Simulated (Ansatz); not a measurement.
The elements of this relaxed trial crystal are hidden behind letters.

```
lattice vectors (Å)
   3.4633    0.0000    0.0000
  -1.7316    2.9993    0.0000
   0.0000    0.0000    7.8418
fractional positions
X 0.3333 0.6667 0.1882
X 0.6667 0.3333 0.8118
Z 0.3333 0.6667 0.6012
Z 0.6667 0.3333 0.3988
Z 0.0000 0.0000 0.0000
```

All numbers below come from DFT PBE, scalar-relativistic, plane waves, PAW (Ansatz). Cutoff 420 eV, Γ-centred 12×12×6 mesh (5-atom cell), Gaussian smearing of 0.10 eV, no spin polarisation.

```
Space group                                : P-3m1 (No. 164)
Conventional cell                          : a = 3.463 Å, c = 7.842 Å
Volume per atom                            : 16.29 Å³
Density                                    : 2.99 g/cm³
Formation energy                           : −0.05 eV/atom
Gap on the 12×12×6 mesh of the 5-atom cell : 0 eV (a metal)
```

Energies are uncorrected and count from the elements' standard states at the same level.

Question: X is a p-block element of period 3 and Z is a p-block element of period 3. Which elements are they?

Answer: X = Al, Z = P, so the formula is Al2P3. Density times volume gives a mean mass of 2.99 × 16.29/1.6605 = 29.3 u per atom, and this set has 29.4 u. Among the elements that the hints allow, noble gases aside, only these give it. Around Al lie 6 P at 2.49–2.59 Å; P on a site of symmetry 3m has 3 P at 2.55 Å and 3 Al at 2.59 Å; around P on a site of symmetry -3m lie 6 Al at 2.49 Å.

An odd number of electrons in the primitive cell allows no gap without spin; a larger cell or a magnetic state could open one. The cell is a metal run without spin; a magnetic state may lie lower. Symmetry constrained the relaxation, so the result can be a saddle point. Another cell of Al2P3 relaxed alike, in Pmmn, lies 136 meV/atom lower, so this cell isn't the stable form at this level.
